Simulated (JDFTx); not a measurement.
## Mg(0001) as an electrode

| Quantity | Result |
|---|---|
| surface | Mg(0001) |
| bulk | Mg, P6_3/mmc, lattice of mp-153 (not re-optimised) |
| slab | 4 atoms in 4 planes, 1x1, 7.8 Å between the outermost planes |
| in-plane cell | 3.172 × 3.172 Å, 8.71 Å² |
| cell height | 23.7 Å |
| sampling | 8×8×1 k mesh, Fermi smearing 0.01 Ha, no spin polarisation |

Method: PBE, GBRV ultrasoft potentials, plane waves to 20/100 Ha, in a modified build of JDFTx. Outer atoms relaxed in vacuum, keeping the start's symmetry. The same nuclei were then put into each liquid, at zero charge and at set potentials or charges. Ideal, unreconstructed faces without any overlayer. Potentials are on the SHE scale by the convention U = −μ/e − 4.44 V; references calibrated for a solvation model differ from this value. Convergence in thickness and k mesh wasn't tested for this slab.

In vacuum the work function is 3.79 eV, which would put the uncharged electrode at -0.65 V vs SHE if the liquid did nothing. Each liquid moves the Fermi level of the neutral slab, now counted from the bulk liquid: CANDLE, water, 1 M NaF by 0.41 eV, to a potential of zero charge of -1.07 V; SCCS (g09 parameters), water, 1 M NaF by 0.17 eV, to a potential of zero charge of -0.83 V. The models of water differ by 0.24 V among themselves.

Charging:

| liquid | U − U_pzc (V) | σ (μC/cm²) | σ/(U − U_pzc) (μF/cm²) | Δγ (mJ/m²) |
|---|---|---|---|---|
| CANDLE, water | 0.17 | 3.6 | 22 | -3 |
| CANDLE, water | 0.32 | 7.6 | 24 | -11 |
| SCCS (g09 parameters), water | -0.42 | -5.1 | 12 | -11 |
| SCCS (g09 parameters), water | -0.22 | -2.8 | 13 | -3 |

The mean capacitance runs from 12 to 24 μF/cm². Δγ, the grand free energy per area against the neutral surface, is negative throughout, since charging at a held potential lowers it. The cavity function reaches one half at 3.3 Å (CANDLE, water), 2.9 Å (SCCS (g09 parameters), water) above the top atoms; the models define their cavities differently. CANDLE's negatively charged runs are left out, as they depend on the cell height. No specific adsorption of ions or solvent is in these numbers.
